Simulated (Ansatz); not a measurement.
**ZnS: enthalpy against pressure**

ZnS, F-43m, a = 5.388 Å. The compound has several low-lying forms, and this is one of them. Ansatz: r2SCAN, PAW, 500 eV, Γ-centred 8×8×8 mesh on 2 atoms, Gaussian smearing 0.02 eV; no spin polarisation. Cell and atoms are relaxed at each pressure, and no other structure is tried; the real crystal is known to change phase within this range, so the rows at high pressure are metastable. y is the enthalpy over the state at zero pressure; there V0 = 19.556 Å³/atom. The pressures are the targets, met within 0.03 GPa.

```tsv
P (GPa)	y (eV/atom)
-3.0	-0.3739
0.0	0.0000
3.0	0.3598
8.0	0.9344
15.0	1.6974
30.0	?
60.0	5.9402
```

Problem. Fit y = c1 P + c2 P² + c3 P³ to the other rows, say what c1 and c2 mean, and predict the missing value.

Solution. Least squares on the rows shown. y = 0.12203 P − 0.00066431 P² + 4.6763×10⁻⁶ P³. Since dH/dP = V, c1 is V0: 0.12203 eV/GPa × 160.2 = 19.549 Å³ against 19.556; c2 = −V0/(2B0) gives B0 = 92 GPa, where a Birch–Murnaghan fit to the volumes of the same runs (not shown) gives 79 GPa: a cubic over this range folds the higher terms into c2. Above P = −c2/(3 c3) = 47 GPa the cubic's slope, the volume, would rise with pressure, so the form fails there. At P = 30.0 the fit asked for gives 3.1893 eV/atom. The run gave 3.2154 eV/atom, so the fit is 0.0261 eV/atom too low, 0.41 % of the span of the series, against an rms of 0.0011 eV/atom on the fitted rows. With a term in P⁴ added, a fit to the same known rows predicts 3.2322 eV/atom, a smaller miss on the other side.

Cost: 7 runs of about 1.5 core-minutes in all, on Arm Neoverse V2 (shared hosts).